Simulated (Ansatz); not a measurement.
# Coordination and ⁵⁹Co quadrupole coupling in Co₂Si under strain

Cell: a COD entry, relaxed with PBE at fixed cell and then changed (z stretched by 2 %, ions relaxed).

```
Co Si
1.0
     4.91800    0.00000    0.00000
     0.00000    3.73800    0.00000
     0.00000    0.00000    7.25118
Co Si
8 4
Direct
  0.96424 0.75000 0.21719
  0.03576 0.25000 0.78281
  0.53576 0.25000 0.71719
  0.46424 0.75000 0.28281
  0.82531 0.75000 0.56256
  0.17469 0.25000 0.43744
  0.67469 0.25000 0.06256
  0.32531 0.75000 0.93744
  0.29568 0.75000 0.60878
  0.70432 0.25000 0.39122
  0.20432 0.25000 0.10878
  0.79568 0.75000 0.89122
```

Atom numbers follow the list; atoms alike are taken as one site, whose name carries the number of the first.

Computed with Ansatz: DFT, PBE, plane waves and PAW, scalar-relativistic, collinear spin, 420 eV cutoff, Γ-centred 9×12×6 k-points, Fermi–Dirac smearing 0.05 eV. Start moments as typed (μB): 3 on each Co, none on the rest.

Q(⁵⁹Co) = 420.0 mb.

Task: Order the Co environments from the weakest to the strongest quadrupole coupling.
A. Co1: 5 Si at 2.35–2.59 Å, 8 Co at 2.50–2.70 Å
B. Co5: 5 Si at 2.32–2.63 Å, 8 Co at 2.60–2.70 Å

Result: B (13.8 MHz, η = 0.79), A (15.3 MHz, η = 0.04).

With no gap above 0.1 eV, as in a metal, the gradients converge slowly in k; expect changes of a tenth or more on a denser mesh. With these PAW files V_zz is typically within 2 to 3 % of all-electron values, but misses above 10 % occur on Co. At this changed cell the PBE pressure is -9 GPa. The run lost most of its start moments on Co; a state with other moments may lie lower. The magnetic order is the one that the run reached from its start moments, not necessarily the measured one (the real compound may not order at all).
